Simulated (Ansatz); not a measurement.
ScC:
```xyz
2
Lattice="0.0000 2.3164 2.3164 2.3164 0.0000 2.3164 2.3164 2.3164 0.0000" Properties=species:S:1:pos:R:3 pbc="T T T"
Sc     0.0000     0.0000     0.0000
C      2.3164     2.3164     2.3164
```

Relaxed with PBEsol. Special points in fractions of this cell's reciprocal vectors: Γ (0.000, 0.000, 0.000); X (0.500, 0.000, 0.500); U (0.625, 0.250, 0.625); K (0.375, 0.375, 0.750); L (0.500, 0.500, 0.500); W (0.500, 0.250, 0.750).

**Question.** List the band energies nearest the Fermi level at these points for PBEsol in the plane-wave PAW code Ansatz.

**Answer.** In eV from the Fermi level; about four levels below and three above (degenerate sets whole), none deeper than 8.9 eV; points with the same levels are listed once.

```csv
k,below,above
Γ,–,2.21 2.21 2.21
X,-8.57 -1.76,0.71 0.92 0.92
U,-8.15 -1.65 -1.62 -0.14,3.27 5.69 6.07
L,-7.61 -3.78 -1.01 -1.01,5.43 5.43 6.07
W,-8.09 -1.37 -1.37 -1.04,4.67 4.67 6.12
```

Space group Fm-3m (rock salt). The workflow started from a Materials Project entry (that database holds measured and hypothetical structures alike); the Crystallography Open Database copy checked does not list it. Its standing as an ambient phase is unchecked. The PBEsol relaxation kept the symmetry of its start; of distortions, only those at the zone centre were tested. No spin polarisation was allowed.

Potentials: the later of the program's two PAW sets.
